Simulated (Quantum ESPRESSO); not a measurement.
# Moving one atom in NbZrTaO6F2

These are calculations, not measurements. They come from pw.x of Quantum ESPRESSO 7.5, a plane-wave density functional program, with PseudoDojo standard norm-conserving files (v0.5 for PBE, v0.4.1 for LDA and PBEsol). The cells are made up: elements, strain and atom displacements were drawn at random, and nothing was relaxed. There is no spin polarisation, spin-orbit coupling or dispersion term.

The cell has 12 sites of a fluorite lattice. Sites 1 to 4 hold Nb Zr Ta empty; sites 5 to 12 hold O O O O O O F F. Cell vectors in Å: (5.179, 0.028, -0.055); (0.028, 5.113, -0.023); (-0.055, -0.023, 5.080). Settings: PBE, cutoff 1143 eV, 4 x 4 x 4 k mesh shifted by half a step, Fermi-Dirac smearing of 0.025 eV.

Each run shifts the O atom on site 6 along x and leaves all else fixed. Site 3 is one of its nearest neighbours. E is the free energy of the cell above the lowest run shown. The last column is band 45 less band 44 at Gamma, from a band step after each run.

| run | shift (Å) | Fx on site 6 (eV/Å) | Fx on site 3 (eV/Å) | P (GPa) | E (meV) | level step at Gamma (eV) |
| --- | --- | --- | --- | --- | --- | --- |
| 1 | -0.0930 | 0.122 | -3.869 | -16.52 | 0.0 | 0.423 |
| 2 | -0.0288 | -0.396 | -3.943 | -16.81 | 9.0 | 0.387 |
| 3 | -0.0159 | -0.497 | -3.952 | -16.85 | 14.8 | 0.380 |
| 5 | 0.0437 | -0.942 | -3.974 | -16.97 | 57.9 | 0.354 |
| 6 | 0.0593 | -1.055 | -3.973 | -16.98 | 73.4 | 0.348 |
| 7 | 0.0708 | -1.138 | -3.971 | -16.98 | 86.0 | 0.343 |
| 4 | 0.0243 | ? | ? | ? | ? | ? |

A rerun of one of these cells at 1467 eV and k mesh 6 x 6 x 6 moved values by no more than 0.002 eV in the cell's energy, 0.06 GPa in stress and 0.010 eV/Å in force.

## Worked fit

A parabola through the six runs shown gives Fx on site 6 = -0.618 - 7.60 u + 3.8 u² eV/Å, with u in Å and a scatter of 0.001 eV/Å. Minus the slope, 7.60 ± 0.04 eV/Å², is this atom's force constant along x at u = 0, with its periodic images moving too. The fitted force vanishes at u = -0.078 Å, where the energy should be lowest along this line. The error is the larger of the fit's own and the change that a cubic makes, rounded up.

## Withheld run

Question: what Fx on site 6 should run 4 give?

The fit gives -0.800 eV/Å. The calculation gave -0.801 eV/Å.

| run | shift (Å) | Fx on site 6 (eV/Å) | Fx on site 3 (eV/Å) | P (GPa) | E (meV) | level step at Gamma (eV) |
| --- | --- | --- | --- | --- | --- | --- |
| 4 | 0.0243 | -0.801 | -3.971 | -16.94 | 40.9 | 0.362 |